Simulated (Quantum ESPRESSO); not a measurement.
Inputs of pw.x and gipaw.x (a modified build of Quantum ESPRESSO, PBE) for ZnCd3Te4; the starting potential comes from an earlier run on another mesh:

```
&CONTROL
  calculation = 'scf'
  prefix = 'x'
  pseudo_dir = './pseudo'
  outdir = './out'
  tprnfor = .true.
/
&SYSTEM
  ibrav = 0
  nat = 8
  ntyp = 3
  ecutwfc = 40
  ecutrho = 160
  occupations = 'fixed'
  nbnd = 36
/
&ELECTRONS
  conv_thr = 1e-11
  startingpot = 'file'
/
ATOMIC_SPECIES
Zn 65.380 Zn.GGA_PBE-JTH.UPF
Te 127.600 Te.GGA_PBE-JTH.UPF
Cd 112.414 Cd.GGA_PBE-JTH.UPF
CELL_PARAMETERS angstrom
    6.508739511000     0.000000000000     0.000000000000
    0.000000000000     6.508739511000     0.000000000000
    0.000000000000     0.000000000000     6.508739511000
ATOMIC_POSITIONS crystal
Zn     0.000000000000     0.000000000000     0.000000000000
Te     0.239775235600     0.239775235600     0.760224764400
Cd     0.000000000000     0.500000000000     0.500000000000
Te     0.239775235600     0.760224764400     0.239775235600
Cd     0.500000000000     0.000000000000     0.500000000000
Te     0.760224764400     0.239775235600     0.239775235600
Cd     0.500000000000     0.500000000000     0.000000000000
Te     0.760224764400     0.760224764400     0.760224764400
K_POINTS automatic
6 6 6 1 1 1
```

```
&INPUTGIPAW
  job = 'nmr'
  prefix = 'x'
  tmp_dir = './out/'
  restart_mode = 'from_scratch'
  pawproj(1) = .true.
  pawproj(2) = .true.
  pawproj(3) = .true.
  use_nmr_macroscopic_shape = .false.
/
```

The cell was made here from a computed Materials Project entry: one of 4 Cd replaced by Zn, cell and atoms relaxed (PBE without dispersion, pw.x of Quantum ESPRESSO, symmetry kept). The parent is CdTe in F-43m. The swapped cell is a model, not a known phase. Stability against distortions was not tested.

Question: Give the final section of the GIPAW output.

Answer: 
```
     Total NMR chemical shifts in ppm: ---------------------------------------
     (adopting the Simpson convention for anisotropy and asymmetry)-----------

     Atom  1  Zn  pos: (  0.000000  0.000000  0.000000)  Total sigma:        1367.96
          1367.9624         -0.0000          0.0000
            -0.0000       1367.9624         -0.0000
             0.0000         -0.0000       1367.9624

     Zn      1    anisotropy:     -0.00    eta:    0.0000

     Atom  2  Te  pos: (  0.239775  0.239775  0.760225)  Total sigma:        3346.25
          3346.2520          0.3308         -0.3308
             0.3308       3346.2520         -0.3308
            -0.3308         -0.3308       3346.2520

     Te      2    anisotropy:      0.99    eta:    0.0000

     Atom  3  Cd  pos: (  0.000000  0.500000  0.500000)  Total sigma:        2965.38
          2944.0263         -0.0000         -0.0000
            -0.0000       2976.0525         -0.0000
            -0.0000         -0.0000       2976.0525

     Cd      3    anisotropy:    -32.03    eta:    0.0000

     Atom  4  Te  pos: (  0.239775  0.760225  0.239775)  Total sigma:        3346.25
          3346.2520         -0.3308          0.3308
            -0.3308       3346.2520         -0.3308
             0.3308         -0.3308       3346.2520

     Te      4    anisotropy:      0.99    eta:    0.0000

     Atom  5  Cd  pos: (  0.500000  0.000000  0.500000)  Total sigma:        2965.38
          2976.0525         -0.0000          0.0000
            -0.0000       2944.0263         -0.0000
             0.0000         -0.0000       2976.0525

     Cd      5    anisotropy:    -32.03    eta:    0.0000

     Atom  6  Te  pos: (  0.760225  0.239775  0.239775)  Total sigma:        3346.25
          3346.2520         -0.3308         -0.3308
            -0.3308       3346.2520          0.3308
            -0.3308          0.3308       3346.2520

     Te      6    anisotropy:      0.99    eta:    0.0000

     Atom  7  Cd  pos: (  0.500000  0.500000  0.000000)  Total sigma:        2965.38
          2976.0525         -0.0000         -0.0000
            -0.0000       2976.0525         -0.0000
             0.0000         -0.0000       2944.0263

     Cd      7    anisotropy:    -32.03    eta:    0.0000

     Atom  8  Te  pos: (  0.760225  0.760225  0.760225)  Total sigma:        3346.25
          3346.2520          0.3308          0.3308
             0.3308       3346.2520          0.3308
             0.3308          0.3308       3346.2520

     Te      8    anisotropy:      0.99    eta:    0.0000
```
The printed anisotropy is 3/2 (σ_33 − σ_iso) in the program's own order; the axes are left out here. Anisotropies that symmetry doesn't fix are less certain than the isotropic values. Shieldings are absolute and leave out the bulk-susceptibility term; a larger σ means a smaller chemical shift. In our sweeps, cutoffs and meshes of this size left a few ppm, and up to some 20 ppm on atoms from Zn on. No spin–orbit coupling; Te is the heaviest element present. The datasets of Te hold no d projectors, which limits absolute σ on these atoms. The band gap at this level is small, which makes the paramagnetic part of σ large and sensitive to the functional.
